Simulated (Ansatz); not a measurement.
The guess for BeAlS3 was made by a generator: random cell by space group and Wyckoff sites (P6/mmm, No. 191). Lengths were set from tabulated atomic sizes, so they are only a guess.

```
CELL_PARAMETERS angstrom
5.08626 0.00000 0.00000
-2.54313 4.40483 0.00000
0.00000 0.00000 4.43030
ATOMIC_POSITIONS crystal
Be 0.00000 0.00000 0.50000
Al 0.00000 0.00000 0.00000
S 0.50000 0.00000 0.50000
S 0.00000 0.50000 0.50000
S 0.50000 0.50000 0.50000
```

All numbers below come from DFT PBE, scalar-relativistic, plane waves, PAW (Ansatz 0.2.0). Cutoff 420 eV, Gaussian smearing, Γ-centred meshes. Cell and atoms relax first on a coarse mesh and then on a finer one. In between, the cell is made exact in the group found at 0.06 Å. In metals the finer mesh still leaves noise of several meV/atom or more. The steps can't lower the symmetry of their start. No spin polarisation.

A guess keeps its type if space group and coordination stay and the shape of the cell changes little (axis ratios within about 15 %, angles within 6°); the volume may change.

Q: Does it keep its structure type, or change into something else?

A: It keeps its type. The symmetry stays P6/mmm (No. 191). The volume per atom grows by 4.5 %, from 19.9 to 20.7 Å³. The shortest distance goes from 2.22 Å (Be–Al) to 2.31 Å (Be–Al). The ratio c/a of the conventional cell changes by a factor of 1.04. Counting neighbours within 15 % of an atom's shortest distance, the start has Al 2, Be 8, S 6 and the end Al 2, Be 8, S 6.

Energies over the elements count from the elements' standard structures at the same level, with no fitted energy shifts.

Q: At what energy does it end?

A: +0.67 eV/atom. A positive value: parting into the elements would lower its energy.

The last run used a 12×12×8 mesh (in the run's order of axes) for its 5-atom cell and Gaussian smearing of 0.10 eV. An odd number of electrons in the primitive cell allows no gap without spin; a larger cell or a magnetic state could open one. The cell is a metal run without spin; a magnetic state may lie lower. The reference form of S is held partly by dispersion forces, which this level lacks. A structure relaxed within its symmetry needn't be a true minimum. Another cell of BeAlS3 relaxed alike, in P4mm, lies 0.91 eV/atom lower, so this cell isn't the stable form at this level.
